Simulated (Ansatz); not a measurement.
An Ansatz (a first-principles code) run. Input:

Ansatz 0.2 input:
```yaml
crystal:
  lattice:
    - [6.8626263671, 0.0, 0.0]
    - [-3.4313131836, 5.9432087706, 0.0]
    - [0.0, 0.0, 7.206865487]
  atoms:
    - { symbol: Al, position: [0.6666666667, 0.3333333333, 0.5] }
    - { symbol: Al, position: [0.3333333333, 0.6666666667, 0.5] }
    - { symbol: Si, position: [0.0, 0.0, 0.341831461] }
    - { symbol: Si, position: [0.0, 0.0, 0.658168539] }
    - { symbol: Te, position: [0.0, 0.6459143623, 0.7452428907] }
    - { symbol: Te, position: [0.0, 0.3540856377, 0.2547571093] }
    - { symbol: Te, position: [0.3540856377, 0.3540856377, 0.7452428907] }
    - { symbol: Te, position: [0.6459143623, 0.6459143623, 0.2547571093] }
    - { symbol: Te, position: [0.6459143623, 0.0, 0.7452428907] }
    - { symbol: Te, position: [0.3540856377, 0.0, 0.2547571093] }
kpoints:
  mp_grid: { grid: [5, 5, 4] }
hamiltonian:
  xc: r2scan
  dispersion: d4
  pseudopotentials: { kind: paw }
scf:
  occupations: { method: fixed }
checkpoint: { read: static.run }
output: { bader: true, populations: true }
```

Output (shortened):

```
Pseudopotential: Al, paw, valence charge 3
Pseudopotential: Si, paw, valence charge 4
Pseudopotential: Te, paw, valence charge 16
Functional definition: r2SCAN
Crystal: 10 atoms, lattice volume = 293.939 Å³
Basis set: ecut = 500 eV, 7479 PW (Γ), exchange–correlation on 216×216×216 points (64 copies of the dense FFT grid, shifted against one another)
Bands: 66, of which v1, the nominal top of the filled ones, is band 55 counted from 1 (54 counted from 0)
Symmetry: 12 space group operations
Space group: P-31m (ITA 162), of the structure as read, at distance tolerance 6.6e-5 Å
k-points: 17 of 100
Stability of the state it starts from, as read at its close in the unpolarized treatment …
iter 1 solved again at ethr=4.54e-7 eV; its pass at ethr=3.10e-3 eV (dr2=5.00e-4 eV) is discarded
SCF iter   1: F=—  HF=-44332.576697 eV  |F-HF|=—  |Δ(HF+E_count)|=         —  Δρ=8.06e-7  dr2=2.68e-9  dr2_τ=9.08e-11  ethr=4.54e-7  ⟨swp⟩=4.0  Hψ=6358  notcnv=0  defer=152
preconditioner: auto → Resta (q_TF=auto, 2.316 Å⁻¹)
SCF iter   2: F=—  HF=-44332.576710 eV  |F-HF|=—  |Δ(HF+E_count)|=   1.30e-5  Δρ=5.16e-7  dr2=1.53e-9  dr2_τ=8.23e-11  ethr=2.44e-12  ⟨swp⟩=15.4  Hψ=7087  notcnv=0
SCF iter   3: F=-44332.576710 eV  HF=-44332.576710 eV  |F-HF|=5.82e-10  |Δ(HF+E_count)|=  5.38e-10  Δρ=3.00e-7  dr2=4.52e-10  dr2_τ=1.50e-11  ethr=1.39e-12  ⟨swp⟩=1.0  Hψ=3275  notcnv=0
SCF 1 converged in 3 iterations: F = -44332.576710 eV  dr2 = 4.52e-10
SCF converged after 3 iterations
Free energy (F): -44332.576710 eV
Harris-Foulkes:  -44332.576710 eV  (|F-HF|=5.82e-10)
Internal energy: -44332.576710 eV  (E = F + TS)
E sigma→0 (E₀):  -44332.576710 eV
Fermi energy:    6.618444 eV
--- Per-component energies (eV) ---
  E_band       = -1725.881670
  E_kinetic    = 1210.000780
  E_local      = -8696.472534  (includes V_loc(G=0)·N_el)
  E_nonlocal   = -1793.705257
  E_hartree    = 5350.643813
  E_xc         = -867.650450
  E_vxc        = -831.904360  (∫ρ·V_xc dr)
  E_paw        = -30104.497707  (= ΣΔE_a)
  E_vpaw       = -2362.413859  (= ΣTr[D̂ρ^β])
  E_aug_tail   = -0.000217  (compensation charges beyond the density's cutoff)
  E_vtau       = 47.327870  (kinetic-family band-sum trace: ∫τ·v_τ [+ j·A + Jᵃ·Aᵃ] dr)
  E_ewald      = -9430.981820
  E_disp       = -1.349368  (pairwise vdW)
  E_core_change = 1.436051  (= ΣΔE_core)
  E_smearing   =  0.000000  (= −TS)
  E_closure    =  0.000000  (closes the sum)
  Σ components = -44332.576710   (vs F -44332.576710, Δ=0.00e0)
  [band-id]    e_kinetic+e_local+e_nonlocal+2·e_hartree+e_vxc+e_vpaw+e_augmentation_tail+e_vtau = -1725.879952   (vs E_band -1725.881670, Δ=1.72e-3)
--- Band table (eV; the first three rows and the last of 17) ---
  k-point 0: bands = ["-30.3098", "-30.3098", "-30.3094", "-30.3094", "-30.3088", "-30.3084", "-30.2695", "-30.2695", "-30.2694", "-30.2694", "-30.2687", "-30.2684", "-30.2469", "-30.2461", "-30.2461", "-30.2452", "-30.2452", "-30.2446", "-30.1548", …
  k-point 1: bands = ["-30.3097", "-30.3097", "-30.3095", "-30.3095", "-30.3088", "-30.3084", "-30.2695", "-30.2695", "-30.2694", "-30.2694", "-30.2686", "-30.2684", "-30.2466", "-30.2460", "-30.2460", "-30.2453", "-30.2453", "-30.2449", "-30.1546", …
  k-point 2: bands = ["-30.3096", "-30.3096", "-30.3096", "-30.3096", "-30.3088", "-30.3084", "-30.2694", "-30.2694", "-30.2694", "-30.2694", "-30.2686", "-30.2684", "-30.2461", "-30.2457", "-30.2457", "-30.2457", "-30.2457", "-30.2454", "-30.1542", …
  k-point 16: bands = ["-30.3116", "-30.3111", "-30.3086", "-30.3085", "-30.3080", "-30.3079", "-30.2698", "-30.2696", "-30.2696", "-30.2694", "-30.2682", "-30.2681", "-30.2464", "-30.2462", "-30.2461", "-30.2457", "-30.2450", "-30.2448", "-30.1536", …
--- Löwdin populations: 10 sites ---
  site symbol       q [e]
     0     Al      2.9074
     1     Al      2.9074
     2     Si      3.8860
     3     Si      3.8860
     4     Te     15.9832
     5     Te     15.9832
     6     Te     15.9832
     7     Te     15.9832
     8     Te     15.9832
     9     Te     15.9832
  spilling = 0.004675 (of n_electrons = 110.000000)
--- Bader charges: 10 sites ---
  site symbol  charge [e]  shift [e]
     0     Al      1.8756     0.0047
     1     Al      1.8756     0.0047
     2     Si      0.6911     0.0044
     3     Si      0.6912     0.0044
     4     Te     -0.8556     0.0001
     5     Te     -0.8556     0.0001
     6     Te     -0.8556     0.0001
     7     Te     -0.8556     0.0001
     8     Te     -0.8556     0.0001
     9     Te     -0.8556     0.0001
  shift: an alarm, by how much a part of what the PAW files miss would move the charge. Where it is large, compare
  with a run on PAW files of another source; a small one proves nothing
  estimated error of the sums over rays = 5.1e-4 e
```

Cost: about 4 core-minutes (a rough figure) on shared cores.

The workflow started from a Materials Project entry (that database holds measured and hypothetical structures alike); the Crystallography Open Database copy checked does not list it. Whether it is the stable phase at ambient conditions was not checked. The r²SCAN+D4 relaxation kept the symmetry of its start; whether a distortion lowers the energy is not shown. Spin–orbit coupling is left out wherever it is not named.

Potentials: the later of the program's two PAW sets.

Ansatz is a plane-wave DFT program.
